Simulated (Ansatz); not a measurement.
# Ansatz run, TlOsO3

input.yaml (Ansatz 0.2.0)

```yaml
crystal:
  lattice:
    - [3.83200626, 0.0, 0.0]
    - [0.0, 3.83200626, 0.0]
    - [0.0, 0.0, 3.83200626]
  atoms:
    - { symbol: Os, position: [0.0, 0.0, 0.0] }
    - { symbol: O, position: [0.5, 0.0, 0.0] }
    - { symbol: O, position: [0.0, 0.5, 0.0] }
    - { symbol: O, position: [0.0, 0.0, 0.5] }
    - { symbol: Tl, position: [0.5, 0.5, 0.5] }
kpoints:
  mp_grid: { grid: [6, 6, 6], shift: [0, 0, 0] }
  band_path:
    path:
      - [0.0, 0.0, 0.0]
      - [0.0, 0.5, 0.0]
      - [0.5, 0.5, 0.0]
      - [0.0, 0.0, 0.0]
      - [0.5, 0.5, 0.5]
      - [0.0, 0.5, 0.0]
      - [0.5, 0.5, 0.5]
      - [0.5, 0.5, 0.0]
    npoints: 8
magnetization:
  noncollinear: true
  spin_orbit: true
scf:
  occupations: { method: fermi_dirac }
  lower_state_search: "off"
  max_iter: 200
hamiltonian:
  pseudopotentials: { kind: paw_fr }
  xc: r2scan
  hubbard:
    projectors: all-electron-ortho-atomic
    sites: [{ species: Os, l: d, u: 2.32, j: 0.85 }]
basis:
  ecutwfc: 500
  fft_grid_basis: typed
output:
  forces: true
  stress: true
  eigenvalues: true
  bader: true
  populations: true
  elf: true
  write_potential: true
  volumetric_format: npy
  dos:
    e_range: [-12, 8]
    de: 0.05
    projected: { site_lists: { O: [O], Os: [Os], Tl: [Tl] } }
    method: { smearing: { sigma: 0.1, scheme: gaussian } }
checkpoint:
  read: saved_state
```

The run starts from an earlier solution of this cell. The state carries no moments; the state need not be the lowest.

Parts of the output:

```
Magnetization: |M| = 0.0000 μB,  M = (+0.0000, +0.0000, +0.0000) μB
Absolute magnetization: 0.0000 μB (∫|m|)
  site 0: m = (+0.0000, +0.0000, +0.0000) μB, |m| = 0.0000 μB  (R = 0.79 Å)
  site 1: m = (+0.0000, +0.0000, +0.0000) μB, |m| = 0.0000 μB  (R = 0.79 Å)
  site 2: m = (+0.0000, +0.0000, +0.0000) μB, |m| = 0.0000 μB  (R = 0.79 Å)
  site 3: m = (+0.0000, +0.0000, +0.0000) μB, |m| = 0.0000 μB  (R = 0.79 Å)
  site 4: m = (+0.0000, +0.0000, +0.0000) μB, |m| = 0.0000 μB  (R = 1.12 Å)
Free energy (F): -24498.9507 eV
Harris-Foulkes:  -24498.9507 eV  (|F-HF|=1.36e-8)
Internal energy: -24498.8742 eV  (E = F + TS)
E sigma→0 (E₀):  -24498.9125 eV
Entropy (-TS):   -0.0765 eV (-15.306 meV/atom)
Fermi energy:    14.9743 eV
--- Per-component energies (eV) ---
  E_band       = -127.3694
  E_kinetic    = 1434.2546
  E_local      = -2781.6842  (includes V_loc(G=0)·N_el)
  E_nonlocal   = 453.1274
  E_hartree    = 1054.0585
  E_xc         = -693.1829
  E_vxc        = -788.1148  (∫ρ·V_xc dr)
  E_hubbard    = 1.4700  (on-site DFT+U / exact-exchange correction)
  E_vhub       = -1.4024  (the Hubbard potential's part of the band-sum identity)
  E_paw        = -19646.8179  (= ΣΔE_a)
  E_vpaw       = -601.0522  (= ΣTr[D̂ρ^β])
  E_aug_tail   = 0.0034  (compensation charges beyond the density's cutoff)
  E_vtau       = 49.3889  (kinetic-family band-sum trace: ∫τ·v_τ [+ j·A + Jᵃ·Aᵃ] dr)
  E_ewald      = -4320.6131
  E_core_change = 0.5099  (= ΣΔE_core)
  E_smearing   = -0.0765  (= −TS)
--- Stress (GPa, compression-positive) ---
       24.7000       0.0000       0.0000
        0.0000      24.7000       0.0000
        0.0000       0.0000      24.7000
  P = ⅓ Tr σ = 24.7000 GPa (247.000 kbar)
--- Löwdin populations: 5 sites ---
  site symbol       q [e]
     0     Os     14.2796
     1      O      6.6428
     2      O      6.6428
     3      O      6.6428
     4     Tl     12.6311
  spilling = 0.0034 (of n_electrons = 47.0000)
--- Bader charges: 5 sites ---
  site symbol  charge [e]  shift [e]  m_x [muB]  m_y [muB]  m_z [muB]
     0     Os      2.2920     0.0051     0.0000     0.0000     0.0000
     1      O     -1.0699     0.0017     0.0000     0.0000     0.0000
     2      O     -1.0699     0.0017     0.0000     0.0000     0.0000
     3      O     -1.0699     0.0017     0.0000     0.0000     0.0000
     4     Tl      0.9177     0.0000     0.0000     0.0000     0.0000
```

Absolute energies hang on the potentials; compare differences alone.

Origin: a known structure type with other elements, at an estimated volume, so it need not be a known compound. Caveats: started without moments under time reversal, so no moment could form; atoms or cell far from equilibrium.
